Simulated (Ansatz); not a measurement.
# MnS: energy along a strain

MnS, F-43m, a = 5.600 Å (as given, not relaxed at this level: 1.8 GPa). This isn't the usual stable structure of the compound. Ansatz: r2SCAN, PAW, 500 eV, Γ-centred 10×10×10 mesh on 2 atoms, Gaussian smearing 0.05 eV; collinear spin, largest moment 4.3 μB. Cell vectors (Å): 0.000 2.800 2.800; 2.800 0.000 2.800; 2.800 2.800 0.000. The cell is strained by x per cent times the pattern (0 1 0 0 0 0) in the order xx yy zz yz xz xy (engineering shears), with fractional coordinates held. y is the free energy over the start, V0 = 21.952 Å³/atom. Points with a strain past 8.5 % were computed too (3) and aren't used here.

| x (%) | y (meV/atom) |
| --- | --- |
| -7.50 | ? |
| -5.00 | 26.83 |
| -2.50 | 9.68 |
| 0.00 | 0.00 |
| 2.50 | -2.43 |
| 5.00 | 2.14 |
| 7.50 | 13.44 |

**Question.** Fit y = c1 x + c2 x² + c3 x³ to the other rows, get the stiffness along the pattern, and predict the missing energy.

**Answer.** Least squares on the rows shown. y = −2.4034 x + 0.57935 x² − 0.0026575 x³. The clamped-ion stiffness p·C·p = 2 × 5.793 eV × 160.2 / 21.952 Å³ = 85 GPa, which is C22 in these axes (C11 of the cubic crystal) (second derivative at the start, which stands under stress). At x = -7.50 the fit asked for gives 51.74 meV/atom. The run gave 51.63 meV/atom, so the fit is 0.11 meV/atom too high, a small miss on the scale of the series. Note that the gap is closed there and open in the run one row down.

The state reached may not be the lowest one. The cell holds one magnetic atom, so it can only be ferromagnetic; an antiferromagnetic order may lie lower.